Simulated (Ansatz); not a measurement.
Data:

Ti₃Sb:
```yaml
crystal:
  lattice:
    - [5.15030, 0.00000, 0.00000]
    - [0.00000, 5.15030, 0.00000]
    - [0.00000, 0.00000, 5.15030]
  atoms:
    - { symbol: Sb, position: [0.00000, 0.00000, 0.00000] }
    - { symbol: Sb, position: [0.50000, 0.50000, 0.50000] }
    - { symbol: Ti, position: [0.00000, 0.50000, 0.25000] }
    - { symbol: Ti, position: [0.00000, 0.50000, 0.75000] }
    - { symbol: Ti, position: [0.25000, 0.00000, 0.50000] }
    - { symbol: Ti, position: [0.75000, 0.00000, 0.50000] }
    - { symbol: Ti, position: [0.50000, 0.75000, 0.00000] }
    - { symbol: Ti, position: [0.50000, 0.25000, 0.00000] }
```

This is the PBEsol-relaxed structure.

### Question
All from PBEsol in the plane-wave PAW code Ansatz, unless another level is named. Predict the Hill bulk and shear moduli.

### Answer
130 and 35.9 GPa.

### Question
Give the elastic constants (relaxed ions, GPa).

### Answer
C11 = 223, C12 = 83.6, C44 = 22.2.

Space group Pm-3n (A15 (Cr3Si type)). The workflow started from an entry of the Crystallography Open Database (COD). Its standing as an ambient phase is unchecked. Symmetry was held in the PBEsol relaxation; whether a distortion lowers the energy is not shown. No spin polarisation was allowed. As this level gives no gap, shear constants depend on the k-mesh and smearing (Fermi–Dirac, 0.1 eV here). Scalar-relativistic: spin–orbit coupling is off unless named, which matters more the heavier the elements.

Potentials: the later of the program's two PAW sets.
